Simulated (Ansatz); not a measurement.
Input:

AlV2C:
```yaml
crystal:
  lattice:
    - [2.87895, 0.00000, 0.00000]
    - [-1.43947, 2.49324, 0.00000]
    - [0.00000, 0.00000, 13.02191]
  atoms:
    - { symbol: Al, position: [0.33333, 0.66667, 0.25000] }
    - { symbol: Al, position: [0.66667, 0.33333, 0.75000] }
    - { symbol: V, position: [0.33333, 0.66667, 0.58512] }
    - { symbol: V, position: [0.66667, 0.33333, 0.41488] }
    - { symbol: V, position: [0.66667, 0.33333, 0.08512] }
    - { symbol: V, position: [0.33333, 0.66667, 0.91488] }
    - { symbol: C, position: [0.00000, 0.00000, 0.00000] }
    - { symbol: C, position: [0.00000, 0.00000, 0.50000] }
```

This is the PBEsol-relaxed structure.

### Question
All from DFT-PBEsol in the program Ansatz with PAW potentials, unless another level is named. Give the electronic character.

### Answer
metallic (no gap).

### Question
And the density of states at the Fermi level?

### Answer
0.62 states/eV per atom (mean over ±0.08 eV).

### Question
Next, the formation energy from the elements (no fitted shifts)?

### Answer
-0.57 eV/atom.

Space group P6_3/mmc. Symmetry was held in the PBEsol relaxation. No spin polarisation was allowed. The references are the lowest solids computed at this level, not always the standard phases.

Potentials: the earlier of the program's two PAW sets. The files were generated under PBE; for other functionals the program regenerates the frozen cores, and for LDA and PBEsol the local potential too.
